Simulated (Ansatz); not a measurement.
## Phonons of Si2Ni (Fm-3m)

```
CELL_PARAMETERS angstrom
0.00000 2.69537 2.69537
2.69537 0.00000 2.69537
2.69537 2.69537 0.00000
ATOMIC_POSITIONS crystal
Si 0.25000 0.25000 0.25000
Si 0.75000 0.75000 0.75000
Ni 0.00000 0.00000 0.00000
```

Computed, not measured; unless marked otherwise by PBEsol, all-electron LAPW in Ansatz 0.2.0, scalar-relativistic. k mesh 10×10×10, Fermi-Dirac smearing of 0.100 eV, basis error target 0.5 meV/atom. The cell was relaxed by PAW under this functional.

Atoms are displaced by 0.01 Å in the smallest supercells that hold the wave vectors of a 2×2×2 mesh. Negative values stand for unstable modes.

Task: What are the phonon energies at the solved wave vectors, in THz?

Result: 

```
                q  point                                           modes (THz)
0.000 0.000 0.000  Gamma                                 9.30 (×3), 10.07 (×3)
0.500 0.000 0.000      L  3.14 (×2), 7.92, 8.97 (×2), 10.41 (×2), 10.43, 11.67
0.500 0.500 0.000      X   4.30 (×2), 7.51 (×2), 7.58, 7.71, 11.41 (×2), 12.41
```

Task: Is the structure dynamically stable at these wave vectors?

Result: Yes, no mode is unstable there; wave vectors off this mesh aren't tested.

Task: How do the optical zone-centre modes decompose, and which are active?

Result: Point group m-3m: Γ_opt = T1u + T2g.

| label | THz | activity | mostly |
| --- | --- | --- | --- |
| T1u | 9.30 | IR | Si (51 %) |
| T2g | 10.07 | Raman | Si (100 %) |

In a metal the activity is that of symmetry alone; free carriers screen the infrared modes.

Task: How well do frozen-core PAW files reproduce these all-electron values?

Result: With a cutoff of 420 eV and displacements of 0.0025 Å, the r.m.s. difference over the modes is 0.2 cm⁻¹; the largest difference is 251.0 (PAW) against 250.6 cm⁻¹ (LAPW).

Task: The cell is scaled evenly to 38.577 and 39.751 Å³ (from 39.164), with free atoms relaxed and the shape held. What are the mode Grüneisen parameters γ = −d ln ω/d ln V?

Result: For the highest mode, 424.0 cm⁻¹ in the small cell and 403.8 in the large one give γ ≈ 1.63. From the change of the dynamical matrix on each mode:

| point | cm⁻¹ | γ |
| --- | --- | --- |
| Gamma | 310.4 | 1.99 |
| Gamma | 335.8 | 1.81 |
| L | 104.6 | 1.04 |
| L | 264.2 | 1.63 |
| L | 299.2 | 1.88 |
| L | 347.2 | 1.94 |
| L | 347.8 | 1.71 |
| L | 389.1 | 1.51 |
| X | 143.3 | 1.06 |
| X | 250.6 | 1.67 |
| X | 252.8 | 1.74 |
| X | 257.3 | 1.57 |
| X | 380.6 | 2.02 |
| X | 413.8 | 1.63 |

Weighted by the modes' heat capacities at 300 K, the mean on this mesh is 1.62; it moves with the q mesh, and a coarse one overweights the zone boundary.

Keep in mind: responses of metals move with mesh and smearing; the frozen-core PAW files of the compared runs were fitted under PBE, their cores solved anew for this functional.
